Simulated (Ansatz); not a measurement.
Start of a relaxation of CoSi₈Ni₃:

```
Co Si Ni
1.0
     5.45332    0.00000    0.00000
     0.00000    5.45332    0.00000
     0.00000    0.00000    5.45332
Co Si Ni
1 8 3
Cartesian
  2.7267 2.7267 2.7267
  4.0900 1.3633 1.3633
  1.3633 1.3633 4.0900
  4.0900 4.0900 4.0900
  1.3633 4.0900 1.3633
  1.3633 4.0900 4.0900
  4.0900 4.0900 1.3633
  1.3633 1.3633 1.3633
  4.0900 1.3633 4.0900
  2.7267 0.0000 0.0000
  0.0000 0.0000 2.7267
  0.0000 2.7267 0.0000
```

Level of theory: DFT PBE, scalar-relativistic, plane waves, PAW in Ansatz 0.2.0. Cutoff 420 eV, Gaussian smearing, Γ-centred meshes. Cell and atoms relax on a converged mesh. In metals the finer mesh still leaves noise of several meV/atom or more. The steps can't lower the symmetry of their start. Collinear spin, starting moments Co 3.0; Ni 2.0 (×3) μB; they died out on the coarse mesh, so the last step has no spin.

A guess keeps its type if space group and coordination stay and the shape of the cell changes little (axis ratios within about 15 %, angles within 6°); the volume may change.

Question: Will the relaxed cell still be of the starting type?

Answer: It keeps its type. The symmetry stays Pm-3m (No. 221). The volume per atom shrinks by 2.4 %, from 13.5 to 13.2 Å³. The shortest distance goes from 2.36 Å (Co–Si and Si–Ni) to 2.32 Å (Co–Si). Counting neighbours within 15 % of an atom's shortest distance, the start has Co 8, Ni 8, Si 4 and the end Co 8, Ni 8, Si 4.

The zero of energy is the elements' standard structures at the same level; no fitted shifts are applied.

Question: At what energy does it end?

Answer: −0.41 eV/atom. It lies below the elements, which doesn't yet make it stable against other compounds or structures.

The last run used an 8×8×8 mesh for its 12-atom cell and Gaussian smearing of 0.10 eV. Trial moments died out on the coarse mesh, so the last step has no spin; another magnetic start might hold. Symmetry constrained the relaxation, so the result can be a saddle point.
